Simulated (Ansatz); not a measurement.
**Structure relaxation, Co**

The start is a relaxed Co cell shaken by Gaussian noise of σ = 0.08 Å a coordinate. The cell and all atomic positions are relaxed at zero pressure with r2SCAN (plane waves to 500 eV, PAW, scalar-relativistic; Ansatz, an electronic-structure program). The first steps use a coarse 7×7×7 k-mesh.

The start:
```
CELL_PARAMETERS angstrom
      4.43872     0.00000     0.00000
      0.00000     4.43872     0.00000
      0.00000     0.00000     4.43872
ATOMIC_POSITIONS crystal
  Co 0.27892 0.98251 0.53547
  Co 0.75744 0.00605 0.52065
  Co 0.98067 0.48132 0.24571
  Co 0.03173 0.47750 0.74827
  Co 0.48183 0.24491 0.03569
  Co 0.50546 0.76066 0.02202
  Co 0.00878 0.02039 0.01499
  Co 0.50892 0.49615 0.53060
```
Spin-polarised start, with parallel moments on Co.

Q: How much energy is released per atom?

A: 0.05 eV/atom.

Q: How do the shortest distances between atoms change?

A: The closest pairs of elements (up to four, under 3.6 Å), start → end: Co–Co 2.13 → 2.22 Å.

Q: What band gap does the relaxed structure have at this level?

A: Zero (metallic).

Q: What magnetic moments remain?

A: Net 1.86 μB/atom, ferromagnetic.

It ends as:

Space group Pm-3n (No. 223); a = b = c = 4.439 Å, α = β = γ = 90.00°

```tsv
atom	site	symmetry	x	y	z
Co	6d	-4m.2	0.0000	0.2500	0.5000
Co	2a	m-3.	0.0000	0.0000	0.0000
```

Final values are on a 11×11×11 k-mesh of the relaxed cell. Spin state reached: ferromagnetic (net 1.86 μB/atom), from parallel starting moments; other spin orders were not run from this start. r2SCAN tends to overstate moments in metals.

The relaxed structure here is a generated cell of Co: the first start was made by placing the elements on the sites of a structure type, and the end was not matched to a known phase here, so it may be hypothetical. Known forms of Co include space group No. 194.
